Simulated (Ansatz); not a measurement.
Structure from Materials Project entry mp-10201 (possibly hypothetical), not relaxed further.

Input and log of a run on Ge2Mo: DFT, r2SCAN, PAW with Ansatz's default frozen-core files, scalar-relativistic (Ansatz 0.2.0).

Command: `ansatz run input.yaml --threads 1 --pin off --max-ram 3072MiB --backend cpu --events-out ev --progress --plain --runs-dir out` The run took about 91 s on 1 thread of a shared machine.

```yaml
crystal:
  lattice:
    - [-1.6600964644, 1.6600964644, 4.0931896642]
    - [1.6600964644, -1.6600964644, 4.0931896642]
    - [1.6600964644, 1.6600964644, -4.0931896642]
  atoms:
    - { symbol: Ge, position: [0.66167429, 0.66167429, 0.0] }
    - { symbol: Ge, position: [0.33832571, 0.33832571, 0.0] }
    - { symbol: Mo, position: [0.0, 0.0, 0.0] }
kpoints:
  mp_grid: { grid: [17, 17, 17] }
  band_path:
    path:
      - [0.0, 0.0, 0.0]
      - [0.0, 0.0, 0.5]
      - [0.25, 0.25, 0.25]
      - [0.0, 0.5, 0.0]
      - [0.0, 0.0, 0.0]
      - [0.5, 0.5, -0.5]
      - [0.291122823, 0.708877177, -0.291122823]
      - [-0.291122823, 0.291122823, 0.291122823]
      - [0.0, 0.0, 0.0]
    npoints: 8
scf:
  occupations: { method: fermi_dirac, width: 0.05 }
hamiltonian:
  xc: r2scan
  pseudopotentials: { kind: paw }
output:
  forces: true
  stress: true
  eigenvalues: true
  efg: { contact_densities: true }
  populations: true
  bader: true
  dos: { projected: true, de: 0.2, e_range: [-14, 8] }
```

What the program printed:

```
basis.fft_grid_basis auto: the FFT boxes are laid along the combinations [[1, 0, 1], [0, 1, 1], [0, 0, 1]] of the cell's own vectors, 3.320, 3.320 and 4.719 Å long. The dense box has 25×25×36 points. Along the cell's own vectors, as sized, it would have 36×36×36, 2.07 times as many. Of the 16 symmetry operations that the crystal satisfies within crystal.symmetry.tolerance (time reversal apart; of a slab, those that keep its plane) the dense box along the cell's own vectors carries 16, and the one as laid loses 12 of those. basis.fft_grid_basis: typed keeps the cell's own vectors: state it where this run's energies or levels are differenced outside the engine with another run's, or held beside a run that keeps those vectors.
Mo: output.efg is read without spin–orbit coupling, which moves field gradients at and beside such atoms by some per cent and up to a factor of two; PAW files take it under magnetization.noncollinear and magnetization.spin_orbit
Engine: ansatz 0.2.0
Pseudopotentials: kind: paw
Pseudopotential: Ge, paw, valence charge 14, recommended cutoff 500 eV (meta_gga)
Pseudopotential: Mo, paw, valence charge 14, recommended cutoff 500 eV (meta_gga)
Functional definition: r2SCAN
  parameter k0 = 0.174
  parameter k1 = 0.065
  parameter a1 = 4.9479
  exchange = r2scan_x(k0 = k0, k1 = k1, a1 = a1)
  correlation = r2scan_c
Crystal: 3 atoms, lattice volume = 45.122 Å³
Basis set: ecut = 500 eV, 1139 PW (Γ), FFT grids on a1+a3, a2+a3, a3, exchange–correlation on 100×100×144 points (64 copies of the dense FFT grid, shifted against one another)
Bands: 26, of which v1, the nominal top of the filled ones, is band 21 counted from 1 (20 counted from 0)
Symmetry: 16 space group operations
Space group: I4/mmm (ITA 139), of the structure as read, at distance tolerance 3.6e-5 Å
k-points: 405 of 4913
Non-local potential: Ge, projectors of the file, l = 0: 2, l = 1: 2, l = 2: 3, l = 3: 1
Non-local potential: Mo, projectors of the file, l = 0: 3, l = 1: 2, l = 2: 2, l = 3: 1
PAW form: soft (Blöchl's): semilocal exchange-correlation on the pseudo side does not see the compensation charge
PAW frozen core: Ge, regenerated for the run's functional (the file was generated under x = pbe(κ = 0.804, μ = 0.2195149727645171), c = pbe(β = 0.06672455060314922))
PAW frozen core: Mo, regenerated for the run's functional (the file was generated under x = pbe(κ = 0.804, μ = 0.2195149727645171), c = pbe(β = 0.06672455060314922))
PAW one-centre angular grid: Ge, 590 points (default); XC on 160 Gauss nodes
PAW one-centre angular grid: Mo, 590 points (default); XC on 160 Gauss nodes
Initial density: superposition of atomic densities (neutral atoms: chi_scale 0, normalization atom), corrected by the library's trained network
Initial wavefunctions: pseudopotential atomic-orbital guess
Functional: x = r2scan, c = r2scan; τ floored in thin density (d = 2e-4 eV/Å³)
SCF iter   1: F=—  HF=-13573.674628 eV  |F-HF|=—  |Δ(HF+E_count)|=         —  Δρ=1.02e-2  dr2=3.70e-2  dr2_τ=2.03e-2  ethr=1.77e-3  ⟨swp⟩=5.9  Hψ=42154  notcnv=0
preconditioner: auto → Kerker (q_TF=auto, 2.696 Å⁻¹)  [metal: Δε(μ)=0.005 eV  Ē_g=20.551 eV  σ=0.050 eV  W_gap=0.02  n_scr=14 (ndim 8)  ℏωp=32.2 eV  f_vac=0.000  D(μ)=0.47/eV (n_scr^D=0)]
SCF iter   2: F=—  HF=-13573.703383 eV  |F-HF|=—  |Δ(HF+E_count)|=   2.88e-2  Δρ=4.04e-3  dr2=2.29e-3  dr2_τ=9.83e-4  ethr=8.82e-5  ⟨swp⟩=2.0  Hψ=22515  notcnv=0  defer=165
SCF iter   3: F=—  HF=-13573.703898 eV  |F-HF|=—  |Δ(HF+E_count)|=   5.15e-4  Δρ=2.39e-3  dr2=8.61e-4  dr2_τ=2.95e-5  ethr=5.46e-6  ⟨swp⟩=2.0  Hψ=18452  notcnv=0  defer=165
SCF iter   4: F=—  HF=-13573.704277 eV  |F-HF|=—  |Δ(HF+E_count)|=   3.79e-4  Δρ=3.40e-4  dr2=4.23e-5  dr2_τ=5.26e-6  ethr=2.05e-6  ⟨swp⟩=2.0  Hψ=13208  notcnv=0  defer=165
SCF iter   5: F=—  HF=-13573.704304 eV  |F-HF|=—  |Δ(HF+E_count)|=   2.70e-5  Δρ=1.51e-4  dr2=1.01e-5  dr2_τ=3.68e-7  ethr=1.01e-7  ⟨swp⟩=2.0  Hψ=17118  notcnv=0  defer=165
SCF iter   6: F=—  HF=-13573.704311 eV  |F-HF|=—  |Δ(HF+E_count)|=   7.70e-6  Δρ=2.46e-5  dr2=3.26e-7  dr2_τ=1.86e-8  ethr=2.40e-8  ⟨swp⟩=2.0  Hψ=13185  notcnv=0  defer=165
SCF iter   7: F=-13573.704312 eV  HF=-13573.704312 eV  |F-HF|=5.13e-9  |Δ(HF+E_count)|=   2.22e-7  Δρ=8.01e-6  dr2=2.84e-8  dr2_τ=2.98e-9  ethr=2.38e-10  ⟨swp⟩=6.4  Hψ=39268  notcnv=0
SCF 1 converged in 7 iterations: F = -13573.704312 eV  dr2 = 2.84e-8
  greatest PAW one-centre occupation: 0.998 electrons in one spin orbital (limit 2), on the Ge atom at site 1 (counted from 0), in its partial waves of l = 2
NSCF: frozen V_eff on 65 k-points
SCF converged after 7 iterations
Free energy (F): -13573.704312 eV
Harris-Foulkes:  -13573.704312 eV  (|F-HF|=5.13e-9)
Internal energy: -13573.700941 eV  (E = F + TS)
E sigma→0 (E₀):  -13573.702626 eV
Entropy (-TS):   -0.003370 eV (-1.123 meV/atom)
Fermi energy:    16.998530 eV
--- Per-component energies (eV) ---
  E_band       = -205.828436
  E_kinetic    = 666.658603
  E_local      = -4656.307722  (includes V_loc(G=0)·N_el)
  E_nonlocal   = 983.985107
  E_hartree    = 1983.848742
  E_xc         = -319.017889
  E_vxc        = -395.862698  (∫ρ·V_xc dr)
  E_paw        = -7286.450429  (= ΣΔE_a)
  E_vpaw       = -796.940726  (= ΣTr[D̂ρ^β])
  E_aug_tail   = 0.000035  (compensation charges beyond the density's cutoff)
  E_vtau       = 24.941931  (kinetic-family band-sum trace: ∫τ·v_τ [+ j·A + Jᵃ·Aᵃ] dr)
  E_ewald      = -4944.024653
  E_core_change = -2.392735  (= ΣΔE_core)
  E_smearing   = -0.003370  (= −TS)
  E_closure    = -0.000000  (closes the sum)
  Σ components = -13573.704312   (vs F -13573.704312, Δ=0.00e0)
--- Forces (eV/Å), atoms counted from 1 ---
  atom   1  Ge     0.00000000    -0.00000000     0.00547393
  atom   2  Ge     0.00000000     0.00000000    -0.00547393
  atom   3  Mo    -0.00000000     0.00000000     0.00000000
  max |Σ_I F_I| component: 1.39e-17 eV/Å
--- Stress (GPa, compression-positive) ---
       -0.127707       0.000000       0.000000
        0.000000      -0.127707       0.000000
        0.000000       0.000000       0.265937
  P = ⅓ Tr σ = 0.0035 GPa (0.035 kbar)
--- PAW observables at the nuclei: V_zz in 10²¹ V/m², potentials from the cell's mean, atoms counted from 1 ---
  atom   1  Ge V_zz =    -0.736019   η = 0.0000   by run symmetry: allowed
            electrostatic potential = -4331.421234 V   contact ρ = 210066.199726 e/Å³
  atom   2  Ge V_zz =    -0.736019   η = 0.0000   by run symmetry: allowed
            electrostatic potential = -4331.421234 V   contact ρ = 210066.199726 e/Å³
  atom   3  Mo V_zz =    -2.686236   η = 0.0000   by run symmetry: allowed
            electrostatic potential = -6358.087955 V   contact ρ = 594816.779494 e/Å³
--- Band table (eV; the first three rows and the last of 405) ---
  k-point 0: bands = ["-45.8197", "-19.2107", "-19.1603", "-19.1603", "-8.4412", "-8.4356", "-8.4162", "-8.3880", "-8.3880", "-8.3534", "-8.3462", "-8.3462", "-8.3459", "-8.2994", "2.7723", "10.7442", "12.2186", "14.3473", "14.4813", "14.4813", "17.3535", "19.9111", "20.7169", "20.7169", "20.8483", "22.0539"]
  k-point 1: bands = ["-45.8189", "-19.2093", "-19.1665", "-19.1657", "-8.4421", "-8.4331", "-8.4175", "-8.3903", "-8.3877", "-8.3525", "-8.3506", "-8.3480", "-8.3388", "-8.2982", "2.8781", "10.8373", "11.9938", "14.2711", "14.3629", "14.7985", "16.9886", "19.4060", "20.3672", "20.7482", "21.1434", "21.5807"]
  k-point 2: bands = ["-45.8165", "-19.2055", "-19.1838", "-19.1811", "-8.4477", "-8.4264", "-8.4188", "-8.3953", "-8.3864", "-8.3573", "-8.3523", "-8.3446", "-8.3319", "-8.2941", "3.1907", "11.0908", "11.5612", "13.7312", "14.4161", "15.4275", "16.0837", "18.6529", "20.1845", "20.8045", "21.1988", "21.2823"]
  k-point 404: bands = ["-45.8190", "-19.2228", "-19.1668", "-19.1598", "-8.5023", "-8.4472", "-8.4382", "-8.4344", "-8.4329", "-8.3356", "-8.3076", "-8.3026", "-8.2996", "-8.2780", "4.6757", "6.1052", "14.0103", "15.2013", "16.2667", "16.3287", "16.4294", "16.5737", "17.6333", "20.5897", "21.6717", "24.8962"]
--- Löwdin populations: 3 sites ---
  site symbol       q [e]
     0     Ge     13.9681
     1     Ge     13.9681
     2     Mo     13.9423
  spilling = 0.002890 (of n_electrons = 42.000000)
--- Bader charges: 3 sites ---
  site symbol  charge [e]  shift [e]
     0     Ge     -0.1859     0.0001
     1     Ge     -0.1857     0.0001
     2     Mo      0.3716     0.0002
  estimated error of the sums over rays = 6.1e-4 e
```
